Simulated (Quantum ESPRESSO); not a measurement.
Si$_{3}$NO$_{4}$F (made-up cell) (calculated)

Computed with Quantum ESPRESSO 7.5. Calculation on a made-up crystal cell, not a measurement, rerun at a higher cutoff and a denser mesh: periodic Kohn-Sham density functional theory in plane waves with PseudoDojo standard norm-conserving scalar-relativistic pseudopotentials, each functional with its own files (v0.5 for PBE, v0.4.1 for LDA and PBEsol), no spin polarisation, no spin-orbit coupling, atoms not relaxed, stress positive in tension, energies less a fixed whole-eV offset for each atom's element; levels are Kohn-Sham levels at fractions of this cell's reciprocal vectors, counted from the reference band (half the neutral cell's valence electrons, rounded up) at Gamma; error bars give the change to or from the runs named with them, not the error of the files; each bar is the largest change over components, and at least 0.002 eV, 0.002 eV per angstrom or 0.02 GPa; no dispersion term; energies are for the whole cell, and the offsets were chosen from early runs and are not element reference energies; machines and their load varied, so run times do not measure scaling.

```xyz
9
Lattice="4.9920 -0.0604 0.0519 -2.5483 4.4367 -0.0671 0.0570 -0.0522 5.6609" Properties=species:S:1:pos:R:3 formula=Si3NO4F lattice_type=quartz functional=pbe cutoff=1437 fermi_dirac_smearing=0.025 scf_tolerance=1e-07 electrons_removed=0 run_command=pw.x_-nk_1_-in_in run_processor=AMD_EPYC,Zen_5_class,virtual_cores k_mesh=7_x_7_x_6,shifted_by_half_a_step free_energy_less_offsets=6.478 scf_iterations=13 smearing_term_minus_ts=0 pressure=-3.496 stress_xx=-0.996 stress_yy=4.417 stress_zz=7.066 stress_yz=-4.068 stress_xz=-1.721 stress_xy=-1.057 reference_band=24 error_bar_energy=0.002 error_bar_stress=0.02 error_bar_force=0.002 error_bar_next_band_up=0.002 error_bars_from=change_from_the_looser_run_of_this_cell wall_time_of_scf_and_band_steps_on_a_shared_machine=2395
Si     2.3842    -0.0606     3.7964
Si    -1.1684     2.0540     1.8811
Si     1.3419     2.3154    -0.0682
O      1.4324     1.1298     4.4437
O      3.2865     0.6161     2.6213
F      2.7721     2.5163     0.6649
O      0.2596     1.8125     1.2121
N     -1.1386     3.2065     3.0811
O      0.8287     3.6976     4.9749
```

Units: cutoff, fermi_dirac_smearing, scf_tolerance, free_energy_less_offsets, smearing_term_minus_ts, error_bar_energy, error_bar_next_band_up in eV; pressure, stress_xx, stress_yy, stress_zz, stress_yz, stress_xz, stress_xy, error_bar_stress in GPa; error_bar_force in eV/Å; wall_time_of_scf_and_band_steps_on_a_shared_machine in s.

Atoms:
```tsv
atoms element	atom site	atom energy offset (eV)
Si	1	-115
Si	2	-115
Si	3	-115
O	4	-452
O	5	-452
F	6	-677
O	7	-452
N	8	-283
O	9	-452
```

Forces:
```tsv
site	x (eV/Å)	y (eV/Å)	z (eV/Å)
1	-0.5972	-2.207	-0.7485
2	1.698	1.017	6.029
3	-5.901	0.4208	-1.448
4	0.8953	0.5177	1.501
5	0.4534	0.4288	-1.46
6	0.5992	0.2996	-0.2874
7	2.778	0.2252	-3.343
8	-0.4445	-0.3293	-0.7406
9	0.5187	-0.3728	0.4989
```

Levels:
```tsv
level k point	next band up (eV)
Gamma	2.146
(1/2,1/2,1/2)	3.977
(0.15,0,0)	2.461
(0,0.15,0)	2.394
(0,0,0.15)	2.357
```
